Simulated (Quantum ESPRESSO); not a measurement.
**Kohn-Sham bands of ZnCdSe$_{2}$ (P3m1)**

```
ZnCdSe2
1.0
    4.22497     0.00000     0.00000
   -2.11248     3.65893     0.00000
    0.00000     0.00000     6.92533
Zn Cd Se
1 1 2
Direct
  0.00000   0.00000   0.00013
  0.66667   0.33333   0.49714
  0.66667   0.33333   0.10854
  0.00000   0.00000   0.64220
```

Structure: Materials Project mp-1215451, symmetrised, not relaxed again. Not found in the COD (Crystallography Open Database) copy used; not checked further. Computed values, not measurements, from PBEsol: Quantum ESPRESSO (norm-conserving PseudoDojo potentials, cutoff 82 Ry, no spin polarisation, no spin-orbit coupling) on a Γ-centred 6×6×4 mesh, then Wannier90. Density: 12×12×6 mesh, Gaussian smearing 0.01 Ry. Spin-orbit coupling, left out, would split the p-like bands by a few tenths of an eV.

Energies are relative to the valence-band maximum; weights are on the orthonormalised atomic waves of the pseudopotential files, averaged over the group. 72 electrons a cell are treated as valence.

**Question.** Into which isolated groups do the bands fall, where do they lie and what are they made of?

**Answer.** 
| bands | from (eV) | to (eV) | filling | weight on atomic waves |
|---|---|---|---|---|
| 1 | -124.89 | -124.89 | filled | Zn 3s 100 % |
| 2 | -101.53 | -101.53 | filled | Cd 4s 100 % |
| 3–5 | -79.20 | -79.20 | filled | Zn 3p 100 % |
| 6–8 | -62.63 | -62.62 | filled | Cd 4p 100 % |
| 9–18 | -46.90 | -46.69 | filled | Se 3d 100 % |
| 19–20 | -12.71 | -12.02 | filled | Se 4s 87 %, Zn 4s 4 % |
| 21–25 | -7.80 | -7.22 | filled | Cd 4d 95 % |
| 26–30 | -6.36 | -5.97 | filled | Zn 3d 96 % |
| 31–36 | -4.61 | 0.00 | filled | Se 4p 80 %, Cd 5s 5 %, Zn 4s 5 % |

The Kohn-Sham gap over both meshes and the path is 0.54 eV.
